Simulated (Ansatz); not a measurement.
## ¹⁷O NMR of the central transition in K2CdSe2O6

Cell: a measured structure from the Crystallography Open Database (COD), its atoms then relaxed with PBE in this cell.

Space group R-3m:H (No. 166); a = 5.6975, c = 18.9486 Å, γ = 120.00°.

| site | Wyckoff | site symmetry | x | y | z |
| --- | --- | --- | --- | --- | --- |
| K | 6c | 3m | 0.0000 | 0.0000 | 0.8028 |
| Cd | 3a | -3m | 0.0000 | 0.0000 | 0.0000 |
| Se | 6c | 3m | 0.0000 | 0.0000 | 0.6230 |
| O | 18h | .m | 0.1575 | 0.8425 | 0.5847 |

One atom of each set is listed; the run and its k-mesh use a cell of 11 atoms with edges of 7.12, 7.12, 7.12 Å.

The numbers come from a DFT calculation in Ansatz (r2SCAN, plane waves and PAW, scalar-relativistic, 500 eV cutoff, Γ-centred 5×5×5 k-points, Fermi–Dirac smearing 0.02 eV).

¹⁷O has I = 5/2 and Q = -25.58 mb (Pyykkö 2018); at 7.05 T its Larmor frequency is ν₀ = 40.7 MHz. Only the quadrupole interaction is simulated: positions count from each site's isotropic chemical shift, and J coupling is left out, as are shift anisotropy and dipolar coupling, which fast spinning averages.

Q: What does the ¹⁷O spectrum (fast magic-angle spinning) show for each site?

A: 

| site | first shell | C_Q (MHz) | η | P_Q (MHz) | δ_QIS (ppm) | breadth (kHz) |
| --- | --- | --- | --- | --- | --- | --- |
| O | 1 Se at 1.72 Å; also 1 Cd at 2.33 Å, 3 K at 2.79–3.03 Å | -8.39 | 0.15 | 8.42 | -256 | 23.3 |

δ_QIS = −(ν_Q²/30ν₀²)[I(I+1) − 3/4](1 + η²/3) × 10⁶ ppm with ν_Q = 3|C_Q|/[2I(2I−1)]; it falls as 1/B₀² in ppm, and the breadth as 1/B₀ in kHz.

The broadest static pattern spans 61 kHz. The table holds for spinning faster than that; slower spinning leaves sidebands.

At O V_zz points along its bond to Se (within 5°).

The largest force is 0.8 eV/Å, so the atoms aren't at the calculated equilibrium and relaxing them would move these values.

Hardware: 1 thread of Arm Neoverse V2 (aarch64; 28 cores open to the job, memory cap 3.0 GiB, no GPU), a shared host with a load of 0.8 a core. Wall time 40 s, CPU time 41 s, peak memory 1.3 GiB.
